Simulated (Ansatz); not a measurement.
Relaxed GaP (zinc blende):

```yaml
crystal:
  lattice:
    - [0.00000, 2.72587, 2.72587]
    - [2.72587, 0.00000, 2.72587]
    - [2.72587, 2.72587, 0.00000]
  atoms:
    - { symbol: P, position: [0.75000, 0.75000, 0.75000] }
    - { symbol: Ga, position: [0.00000, 0.00000, 0.00000] }
```

In this cell atom 2 (Ga, nearest neighbour P at 2.361 Å; its periodic images, 3.9 Å or more away, move with it) is moved by s along Cartesian [110], unit vector (0.707, 0.707, 0.000); all other atoms and the cell stay fixed.

All values below come from r2SCAN (plane waves to 500 eV, PAW, scalar-relativistic; Ansatz, a program for electronic structure). k mesh 8×8×8 (Γ-centred), Fermi-Dirac smearing 0.05 eV. The energy includes the smearing's −TS. As the smearing reaches across the gap at some points, energies and forces of such displacements shift with the k mesh and the smearing. GaP was relaxed with its symmetry unable to fall. The PAW data are Ansatz's earlier set. ΔE is measured from the undisplaced structure. The last digit holds for this mesh only.

| s (Å) | ΔE (meV/cell) |
|---|---|
| -0.710 | 2860.7 |
| -0.568 | 1763.7 |
| -0.426 | 962.8 |
| -0.284 | 418.8 |
| -0.142 | 103.4 |
| 0.000 | 0.0 |
| 0.142 | 103.4 |
| 0.284 | 418.8 |
| 0.426 | 962.8 |
| 0.568 | 1763.7 |
| 0.710 | 2860.7 |

Question: What force constant k = d²E/ds² at s = 0 does the table give?

Answer: 10 eV/Å². It is the second difference of the nearest points, corrected with the next pair.

Question: With k = 10.21 eV/Å² from the forces, is the well harmonic out to s = 0.710 Å?

Answer: ½ks² = 2573 meV/cell against the computed 2861 meV/cell, so the well is stiffer than harmonic there.

(A displaced cell: forces are minus the slopes of the energy, force constants its curvatures, and phonons follow from these.)
